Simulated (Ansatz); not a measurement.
HfGeN4Si, Janus MA2Z4-type layer, relaxed and computed with two functionals in Ansatz (plane waves, PAW).

```csv
functional,a (Å),thickness (Å),gap (eV),IP (eV)
PBE,___,___,___,___
r²SCAN+D4,3.078,6.99,1.68,6.55
```

Q: What belongs in the gaps?

A: 
- PBE, a (Å): 3.105
- PBE, thickness (Å): 7.09
- PBE, gap (eV): 1.28
- PBE, IP (eV): 6.33

All cells were relaxed under the symmetry of their starts (and spin orders); stability against distortions was not tested throughout. Rows with no word on spin ran without spin polarisation. Spin–orbit coupling is left out wherever it is not named. Constructed layers (a layer type filled with these elements): HfGeN4Si, Janus MA2Z4-type layer; HfGeN4Si, Janus MA2Z4-type layer.

Potentials: the later of the program's two PAW sets.

Ansatz (a program for electronic structure) is a plane-wave DFT program.
